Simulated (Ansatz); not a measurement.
NiBi₃ (Cu3Au type) was relaxed and computed twice in Ansatz (plane waves, PAW), once with PBE and once with r²SCAN.

|  | run 1 | run 2 |
|---|---|---|
| cell | a = 4.7045 Å, b = 4.7045 Å, c = 4.7045 Å, α = 90.00°, β = 90.00°, γ = 90.00° | a = b = c = 4.732 Å, α = β = γ = 90.00° |
| ΔH_f (eV/atom) | 0.58 | 0.43 |
| B₀ by P(V) fit (GPa) | 64.3 | 60.1 |

Task: Which run used which functional?

Result: Run 1 is r²SCAN, run 2 is PBE.

Constructed cells (a structure type filled with these elements, in neither database checked): NiBi3, Cu3Au type. Began spin-polarised and lost the moments: NiBi3, Cu3Au type with r²SCAN; NiBi3, Cu3Au type with PBE. All cells were relaxed under the symmetry of their starts (and spin orders); stability against distortions was not tested throughout. Spin–orbit coupling is left out wherever it is not named.

Potentials: the earlier of the program's two PAW sets.

Ansatz (a first-principles code) is a plane-wave DFT program.

Formation energies count from the lowest solids of the elements computed at the same level, not from gases.
